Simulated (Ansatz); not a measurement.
Consider the following.

AgAu₃:
```yaml
crystal:
  lattice:
    - [4.03368, 0.00000, 0.00000]
    - [0.00000, 4.03368, 0.00000]
    - [0.00000, 0.00000, 4.03368]
  atoms:
    - { symbol: Ag, position: [0.50000, 0.50000, 0.50000] }
    - { symbol: Au, position: [0.50000, 0.00000, 0.00000] }
    - { symbol: Au, position: [0.00000, 0.50000, 0.00000] }
    - { symbol: Au, position: [0.00000, 0.00000, 0.50000] }
```

This is the LDA-relaxed structure.

**Question.** All from LDA (plane waves, PAW; program Ansatz), unless another level is named. Predict the density of states at the Fermi level.

**Answer.** 0.25 states/eV per atom (mean over ±0.08 eV).

**Question.** Give the formation energy from the elements (no fitted shifts).

**Answer.** -0.046 eV/atom.

Space group Pm-3m (Cu3Au type). The first step of the workflow began from a Materials Project structure, measured or hypothetical; the Crystallography Open Database copy checked does not list it. Whether it is the stable phase at ambient conditions was not checked. The LDA relaxation kept the symmetry of its start; whether a distortion lowers the energy is not shown. The run is not spin-polarised. The references are the lowest solids computed at this level, not always the standard phases. Spin–orbit coupling is left out wherever it is not named.

Potentials: the later of the program's two PAW sets.
